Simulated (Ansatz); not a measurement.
**Hg (dhcp): energy against volume**

These are results of Ansatz 0.2.0, DFT, LDA (PW92), plane waves (420 eV) with PAW, scalar-relativistic, not measurements. The PAW files were generated under PBE, with cores re-solved for the functional.

The cell is scaled uniformly from the relaxed one, with fractional coordinates and shape fixed. Energies are extrapolated to zero smearing, pressures are those at the given smearing. Magnetic state: spin not included.

A Birch-Murnaghan fit gives V₀ = 22.16 Å³/atom, B₀ = 47 GPa, B₀′ = 8.1.

Problem. What are the energy above the minimum and the pressure at 19.514 Å³/atom?

Solution. 67.5 meV/atom and 9.78 GPa as computed.

Problem. What are the energy above the minimum and the pressure at 21.288 Å³/atom?

Solution. 5.7 meV/atom and 2.16 GPa as computed.

Problem. What are the energy above the minimum and the pressure at 24.836 Å³/atom?

Solution. 33.1 meV/atom and -3.50 GPa as computed.
